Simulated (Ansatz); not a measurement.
A relaxed 1×1 slab of 3 planes, cut along (100) from a fcc crystal of one element, has a cell area of 6.20 Å² and a bulk spacing of 1.760 Å between its first planes. All-electron LAPW in Ansatz 0.2.0 (PBE, scalar-relativistic, ferromagnetic start) gives γ = 2.26 J/m², Φ = 4.89 eV and a change of the outer spacing of -3.0 %, with 0.76 μB on the outer atom. The fcc structure needn't be the element's own.

Which element is it?

Ni. Other candidates weren't computed, and some may come near.
